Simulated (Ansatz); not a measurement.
Os (fcc (Cu type), Fm-3m) at seven volumes, r²SCAN (plane waves, PAW; program Ansatz), scaled uniformly. One row is withheld.

```tsv
V (Å³/atom)	P (GPa)
12.800	49.39
13.222	30.07
13.644	?
14.066	0.00
14.488	-11.58
14.910	-21.31
15.332	-29.46
```

### Question
Fit the shown pressures and predict the withheld one.

### Answer
P = (3/2)B₀(x^(7/2) − x^(5/2))[1 + (3/4)(B′ − 4)(x − 1)] with x = (V₀/V)^(2/3). Least squares on the six rows gives V₀ = 14.066 Å³/atom, B₀ = 419 GPa, B′ = 4.72. At V = 13.644, x = 1.0205 and P = 13.72 GPa. The run itself gave 13.76 GPa.

A made-up cell: these elements were put on the sites of a structure type; the Crystallography Open Database files this formula in space group No. 225, but the cells were not matched. It is not the phase usual at ambient conditions (space group No. 194). The cell was relaxed with r²SCAN under the symmetry of its start; whether a distortion lowers the energy is not shown. The run is not spin-polarised. Scalar-relativistic: spin–orbit coupling is off unless named, which matters more the heavier the elements.

Potentials: the later of the program's two PAW sets.
